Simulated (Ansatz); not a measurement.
Values for one crystal, relaxed and computed with r²SCAN in the plane-wave PAW code Ansatz; other levels are named.

Volume per atom: 9.03 Å³
Band gap: 3.49 eV (indirect)
Hole effective mass: 0.47, 3.5, 3.5 mₑ (principal values)
HSE06 gap on the r²SCAN cell: 4.19 eV
Elastic constants (relaxed ions, GPa): C11 = 624, C12 = -74.8, C44 = -61.7
Valence-band maximum: at M
Smallest direct gap on the standard path: 4.54 eV

Which compound is it?
(A) Mg2ZnO3, P-3m1 (Mg on 2d, Zn on 1a, O on 2d, O on 1b)
(B) MgO, CsCl type
(C) TiO2, rutile
(D) MgSe, P4_2/mmc (Mg on 2c, Se on 2e)

B, MgO, CsCl type

Space group Pm-3m (CsCl type). This is a known high-pressure phase of the composition, computed here at zero pressure and temperature. The cell was relaxed with r²SCAN under the symmetry of its start. At this level the phase is mechanically unstable.

Potentials: the later of the program's two PAW sets.
